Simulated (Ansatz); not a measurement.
Sb (diamond, Fd-3m) under volume change, PBE in the plane-wave PAW code Ansatz, scaled uniformly.

```csv
V (Å³/atom),E − E(relaxed) (meV/atom),P (GPa)
38.896,39.2,3.54
40.178,16.5,2.17
41.460,3.9,1.00
42.743,0.0,0.00
44.025,3.6,-0.87
45.307,13.6,-1.63
46.589,29.3,-2.28
```

Problem. What does a third-order Birch–Murnaghan fit give for V₀, B₀ and B′?

Solution. V₀ = 42.74 Å³/atom, B₀ = 31.2 GPa, B′ = 3.9.

The start of the workflow was typed in or built on a structure type; neither database checked (COD, Materials Project) lists it. It is not the phase usual at ambient conditions (space group No. 166). The cell was relaxed with PBE under the symmetry of its start; its stability against distortions is not shown here. Scalar-relativistic: spin–orbit coupling is off unless named, which matters more the heavier the elements.

Potentials: the earlier of the program's two PAW sets.
